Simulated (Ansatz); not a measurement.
Q: Name crystals whose computed values (the program Ansatz at the r²SCAN level (PAW)) fall in these windows: B₀ by P(V) fit (GPa) 68 to 89; gap (eV) 2.9 to 3.8.

A: 

| crystal | B₀ by P(V) fit (GPa) | gap (eV) |
|---|---|---|
| ZrMnF6, Fm-3m (Zr on 4b, Mn on 4a, F on 24e) | 77.6 | 3.46 |
| LiMgBN2, I-4m2 (Li on 2d, Mg on 2c, B on 2b, N on 4e) | 84.1 | 2.97 |
| MgS, rock salt | 79.8 | 3.46 |
| CaO, zinc blende | 82.4 | 3.76 |
| SrO, P6_3/mmc (Sr on 2d, O on 2c) | 75.0 | 3.03 |
Others may fit too.

Spin orders computed, not proven ground states: ZrMnF6, Fm-3m (Zr on 4b, Mn on 4a, F on 24e) ferromagnetic. Typed or built starts, not in the databases checked: CaO, zinc blende. Not the usual ambient phase: CaO, zinc blende; SrO, P6_3/mmc (Sr on 2d, O on 2c). Standing as an ambient phase not checked: ZrMnF6, Fm-3m (Zr on 4b, Mn on 4a, F on 24e); LiMgBN2, I-4m2 (Li on 2d, Mg on 2c, B on 2b, N on 4e). Perhaps ordered models of mixed-site phases: LiMgBN2, I-4m2 (Li on 2d, Mg on 2c, B on 2b, N on 4e). All cells were relaxed under the symmetry of their starts (and spin orders); stability against distortions was not tested throughout. No Hubbard U is applied. Scalar-relativistic: spin–orbit coupling is off unless named, which matters more the heavier the elements.

Potentials: the later of the program's two PAW sets.
